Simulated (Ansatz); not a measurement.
A generator proposed this cell of La₂Hf₂O.

```
La Hf O
1.0
    -2.76998    2.76998    3.82770
     2.76998   -2.76998    3.82770
     2.76998    2.76998   -3.82770
La Hf O
2 2 1
Direct
  0.75069 0.75069 0.00000
  0.24931 0.24931 0.00000
  0.75000 0.25000 0.50000
  0.25000 0.75000 0.50000
  0.50000 0.50000 0.00000
```

All numbers below come from Ansatz 0.2.0, DFT PBE, scalar-relativistic, plane waves, PAW. Cutoff 420 eV; k points 4×4×4 on the computed 5-atom cell (Γ-centred); Gaussian smearing, width 0.10 eV; no spin polarisation.

The zero of energy is the elements' standard structures at the same level (O₂ as a molecule); no fitted shifts are applied.

Q: How far from equilibrium is it?

A: The pressure is 22.6 GPa (the mean over three directions, positive in compression), the largest force is 4.53 eV/Å, and the energy is +1.11 eV/atom against the elements. The shortest distance is 1.92 Å.

Q: How much does it gain on relaxing, and where does it end?

A: Relaxing gains about 0.73 eV/atom (the start's value is from the coarse mesh, so the gain is rough) in 14 ionic steps and ends at +0.38 eV/atom on the finer mesh. The symmetry stays I4/mmm (No. 139). The volume per atom grows by 29.8 %, from 23.5 to 30.5 Å³. The shortest distance goes from 1.92 Å (La–O) to 2.04 Å (La–O). The ratio c/a of the conventional cell changes by a factor of 0.79. Conventional cell: a = 6.526 Å, c = 7.163 Å. La is surrounded by 1 O at 2.04 Å, 1 La at 3.08 Å, 4 Hf at 3.27 Å and 1 La at 4.08 Å; around Hf lie 4 La at 3.27 Å, 2 Hf at 3.58 Å and 4 O at 3.72 Å; around O lie 2 La at 2.04 Å and 8 Hf at 3.72 Å.

The last run used an 8×8×8 mesh for its 5-atom cell and Gaussian smearing of 0.10 eV. Spin–orbit coupling, which can matter for Hf, is left out. The cell is a metal run without spin; a magnetic state may lie lower. The relaxation can't lower the symmetry of the start. A structure relaxed within its symmetry needn't be a true minimum. Another cell of La2Hf2O relaxed alike, in P4/mmm, lies 1.21 eV/atom lower, so this cell isn't the stable form at this level.
